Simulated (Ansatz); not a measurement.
## Moment against volume in YI (P-3m1)

The reference geometry is a structure from the Materials Project; nothing is relaxed.

Common settings: LDA, 7×7×3 k mesh, Fermi–Dirac smearing of 0.05 eV. PAW means Ansatz 0.2.0 on its default frozen-core files; LAPW is all-electron LAPW in Ansatz 0.2.0. Site moments are integrated in spheres about the atoms, whose radii differ between the methods.

Input of the first run:

```yaml
crystal:
  lattice:
    - [3.9559735753, 0.0, 0.0]
    - [-1.9779867876, 3.4259736129, 0.0]
    - [0.0, 0.0, 11.079476]
  atoms:
    - { symbol: "Y", position: [0.6666666667, 0.3333333333, 0.626727], spin: 0.6 }
    - { symbol: "Y", position: [0.3333333333, 0.6666666667, 0.373273], spin: 0.6 }
    - { symbol: I, position: [0.3333333333, 0.6666666667, 0.819975] }
    - { symbol: I, position: [0.6666666667, 0.3333333333, 0.180025] }
magnetization:
  spin_polarized: true
kpoints:
  mp_grid: { grid: [7, 7, 3] }
scf:
  occupations: { method: fermi_dirac, width: 0.05 }
hamiltonian:
  xc: lda
  pseudopotentials: { kind: paw }
output:
  forces: true
  stress: true
  eigenvalues: true
  populations: true
  write_density: true
  write_potential: true
  elf: true
  volumetric_format: npy
```

Command: `ansatz run input.yaml --threads 2 --pin off --max-ram 6144MiB --backend cpu --events-out ev --progress --plain --runs-dir out`

The input for «volume scaled by 0.88» by LAPW differs from it in these lines, output keys apart:

```diff
-    - [3.9559735753, 0.0, 0.0]
-    - [-1.9779867876, 3.4259736129, 0.0]
-    - [0.0, 0.0, 11.079476]
+    - [3.7909460686, 0.0, 0.0]
+    - [-1.8954730343, 3.2830555997, 0.0]
+    - [0.0, 0.0, 10.6172842624]
-  pseudopotentials: { kind: paw }
+  pseudopotentials: { kind: all_electron, lapw: { basis_error: 0.001 } }
```

The cell shown is scaled evenly to other volumes, and every spin-polarised run starts from the same moments.

The search for lower states is left at its default.

```json
{"V/V₀": "0.7", "Å³/atom": "26.28", "M PAW (μB/cell)": "0.00", "M LAPW (μB/cell)": "–", "largest site moment, PAW (μB)": "0.00", "P PAW (GPa)": "19.4", "P LAPW (GPa)": "–", "F − F(unpolarised), PAW (meV/atom)": "0"}
{"V/V₀": "0.76", "Å³/atom": "28.53", "M PAW (μB/cell)": "0.00", "M LAPW (μB/cell)": "0.00", "largest site moment, PAW (μB)": "0.00", "P PAW (GPa)": "11.3", "P LAPW (GPa)": "11.3", "F − F(unpolarised), PAW (meV/atom)": "0"}
{"V/V₀": "0.82", "Å³/atom": "30.78", "M PAW (μB/cell)": "0.00", "M LAPW (μB/cell)": "–", "largest site moment, PAW (μB)": "0.00", "P PAW (GPa)": "?", "P LAPW (GPa)": "–", "F − F(unpolarised), PAW (meV/atom)": "0"}
{"V/V₀": "0.88", "Å³/atom": "33.04", "M PAW (μB/cell)": "0.66", "M LAPW (μB/cell)": "0.65", "largest site moment, PAW (μB)": "0.14", "P PAW (GPa)": "1.8", "P LAPW (GPa)": "1.8", "F − F(unpolarised), PAW (meV/atom)": "0"}
{"V/V₀": "0.94", "Å³/atom": "35.29", "M PAW (μB/cell)": "?", "M LAPW (μB/cell)": "–", "largest site moment, PAW (μB)": "0.20", "P PAW (GPa)": "-1.1", "P LAPW (GPa)": "–", "F − F(unpolarised), PAW (meV/atom)": "-2"}
{"V/V₀": "1", "Å³/atom": "37.54", "M PAW (μB/cell)": "1.01", "M LAPW (μB/cell)": "1.01", "largest site moment, PAW (μB)": "0.22", "P PAW (GPa)": "-3.1", "P LAPW (GPa)": "-3.1", "F − F(unpolarised), PAW (meV/atom)": "-3"}
{"V/V₀": "1.06", "Å³/atom": "39.79", "M PAW (μB/cell)": "1.06", "M LAPW (μB/cell)": "1.06", "largest site moment, PAW (μB)": "0.24", "P PAW (GPa)": "-4.6", "P LAPW (GPa)": "-4.6", "F − F(unpolarised), PAW (meV/atom)": "-4"}
{"V/V₀": "1.12", "Å³/atom": "42.05", "M PAW (μB/cell)": "1.09", "M LAPW (μB/cell)": "–", "largest site moment, PAW (μB)": "0.25", "P PAW (GPa)": "?", "P LAPW (GPa)": "–", "F − F(unpolarised), PAW (meV/atom)": "-4"}
{"V/V₀": "1.2", "Å³/atom": "45.05", "M PAW (μB/cell)": "1.11", "M LAPW (μB/cell)": "–", "largest site moment, PAW (μB)": "0.27", "P PAW (GPa)": "-6.5", "P LAPW (GPa)": "–", "F − F(unpolarised), PAW (meV/atom)": "-4"}
```

Task: Give the missing entry: row "1.12", column "P PAW (GPa)".

Result: -5.6.

Task: Fill in "M PAW (μB/cell)" for the row "0.94".

Result: 0.92.

Task: Fill in "P PAW (GPa)" for the row "0.82".

Result: 5.7.

The moments are gone at V/V₀ = 0.82 (6 GPa) and below, and present from 0.88 (2 GPa) upwards, where the largest is 0.14 μB at first.

Task: Fit a third-order Birch–Murnaghan equation to the PAW pressures of the magnetic runs between 0.85 and 1.11 V₀. What are the zero-pressure volume and bulk modulus, and what do the unpolarised runs give?

Result: V = 34.36 Å³/atom (0.915 V₀), B = 42 GPa, B′ = 4.0, with a worst miss of 0.01 GPa. The unpolarised pressures, 1.7, -1.2, -3.2, -4.6 GPa at V/V₀ = 0.88, 0.94, 1, 1.06, give 34.27 Å³/atom and 42 GPa, so the moments change the volume by +0.3 %. Cell shape and inner coordinates are held, so these aren't the relaxed crystal's values unless symmetry fixes them.

The PAW files were made with PBE; the program remakes their cores once for the run's functional and then keeps them frozen.  Spin–orbit coupling is left out although heavy atoms are present. None of this fixes the real material's magnetic order: only patterns that fit the cell were computed, at zero temperature, with a functional that can overstate moments.
